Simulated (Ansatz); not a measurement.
CoSi2:
```yaml
crystal:
  lattice:
    - [0.00000, 2.67986, 2.67986]
    - [2.67986, 0.00000, 2.67986]
    - [2.67986, 2.67986, 0.00000]
  atoms:
    - { symbol: Co, position: [0.00000, 0.00000, 0.00000] }
    - { symbol: Si, position: [0.75000, 0.75000, 0.75000] }
    - { symbol: Si, position: [0.25000, 0.25000, 0.25000] }
```

Relaxed with PBE.

Question: Map the electron localisation function on the plane through (0.000, 0.000, 0.000) spanned by u = [1, 0, 0] and v = [-1, 1, 1] in lattice vectors, from PBE in the plane-wave PAW code Ansatz.

Answer: x is the fraction of u, y of v (the angle between them is 90°; rows are the nearest grid lines); atoms in the plane: Co at (0.00, 0.00), Si at (0.50, 0.75), Si at (0.50, 0.25).
```
y \ x   0.000  0.105  0.158  0.263  0.368  0.474  0.526  0.632  0.737  0.842  0.895   1.00
------  -----  -----  -----  -----  -----  -----  -----  -----  -----  -----  -----  -----
1.00    0.987  0.805  0.391  0.208  0.556  0.650  0.650  0.556  0.208  0.391  0.805  0.987
0.926   0.814  0.451  0.234  0.327  0.687  0.691  0.691  0.687  0.327  0.234  0.451  0.814
0.852   0.227  0.187  0.230  0.671  0.695  0.366  0.366  0.695  0.671  0.230  0.187  0.227
0.778   0.243  0.340  0.482  0.709  0.385  0.354  0.354  0.385  0.709  0.482  0.340  0.243
0.704   0.230  0.303  0.397  0.516  0.229  0.248  0.248  0.229  0.516  0.397  0.303  0.230
0.630   0.080  0.121  0.181  0.357  0.451  0.471  0.471  0.451  0.357  0.181  0.121  0.080
0.556   0.019  0.039  0.075  0.260  0.537  0.682  0.682  0.537  0.260  0.075  0.039  0.019
0.444   0.019  0.039  0.075  0.260  0.537  0.682  0.682  0.537  0.260  0.075  0.039  0.019
0.370   0.080  0.121  0.181  0.357  0.451  0.471  0.471  0.451  0.357  0.181  0.121  0.080
0.296   0.230  0.303  0.397  0.516  0.229  0.248  0.248  0.229  0.516  0.397  0.303  0.230
0.222   0.243  0.340  0.482  0.709  0.385  0.354  0.354  0.385  0.709  0.482  0.340  0.243
0.148   0.227  0.187  0.230  0.671  0.695  0.366  0.366  0.695  0.671  0.230  0.187  0.227
0.0741  0.814  0.451  0.234  0.327  0.687  0.691  0.691  0.687  0.327  0.234  0.451  0.814
0.000   0.987  0.805  0.391  0.208  0.556  0.650  0.650  0.556  0.208  0.391  0.805  0.987
```

The density is the valence pseudo-density with augmentation charge, so density and ELF within about 1 Å of a nucleus are not all-electron values.

Space group Fm-3m (fluorite or antifluorite type). The cell was relaxed with PBE under the symmetry of its start; phonons on a q-mesh show no instability. No spin polarisation was allowed.

Potentials: the later of the program's two PAW sets.
